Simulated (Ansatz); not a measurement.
The start is a generated trial cell of Al in the omega structure type. Cell shape, volume and atoms are optimised at zero target pressure with PBE (plane waves to 420 eV, PAW, scalar-relativistic; Ansatz, a quantum-chemistry and plane-wave program). First-step values are on the input's coarse k-mesh.

Ansatz input (later rounds restart from its end on a renewed k-mesh):
Ansatz 0.2 input:
```yaml
crystal:
  lattice:
    - [4.5410641, 0, 0]
    - [-2.270532, 3.9326769, 0]
    - [0, 0, 2.761949]
  atoms:
    - { symbol: Al, position: [0, 0, 0] }
    - { symbol: Al, position: [0.33333333, 0.66666667, 0.5] }
    - { symbol: Al, position: [0.66666667, 0.33333333, 0.5] }
basis: { ecutwfc: 420, ecutrho_ratio: 4, xc_grid: 2, fft_grid_basis: typed }
kpoints: { mp_grid: { grid: [8, 8, 12] } }
hamiltonian:
  xc: pbe
  dispersion: none
  pseudopotentials: { azcp: { folder: ./paw }, kind: paw }
scf: { occupations: { method: fermi_dirac, width: 0.05 } }
relax: { f_tol: 0.01, max_steps: 100, cell: { stress_tol: 0.02 } }
output: { forces: true, stress: true }
```

- Initial pressure: +3.2 GPa (positive: the cell is compressed)
- Outcome: The space group stays P6/mmm (No. 191) (the run could not lower it), with 3 atoms in the primitive cell
- Energy released: 0.01 eV/atom
- Volume change: +4.3 %, from 16.44 to 17.15 Å³/atom
- Band gap at the end: no gap (metallic)
- Optimiser moves: 9

The end point of the relaxation:

```cif
data_Al3
_chemical_formula_sum 'Al3'
_space_group_name_H-M_alt 'P6/mmm'
_space_group_IT_number 191
_space_group_name_Hall '-P 6 2'
_cell_length_a 4.61885
_cell_length_b 4.61885
_cell_length_c 2.78466
_cell_angle_alpha 90.000
_cell_angle_beta 90.000
_cell_angle_gamma 120.000
loop_
_atom_site_label
_atom_site_type_symbol
_atom_site_symmetry_multiplicity
_atom_site_Wyckoff_symbol
_atom_site_fract_x
_atom_site_fract_y
_atom_site_fract_z
_atom_site_occupancy
Al1 Al 1 a 0.00000 0.00000 0.00000 1
Al2 Al 2 d 0.33333 0.66667 0.50000 1
```

Final values are on a 12×12×17 k-mesh of the relaxed cell. No spin polarisation in the result.

The run could not lower the symmetry of its start; a shaken copy of this end point relaxes with PBE to Fm-3m (No. 225), 0.11 eV/atom lower.

The relaxed structure here is a generated cell of Al: the first start was made by placing the elements on the sites of a structure type, and the end was not matched to a known phase here, so it may be hypothetical. Known forms of Al include space group No. 225.
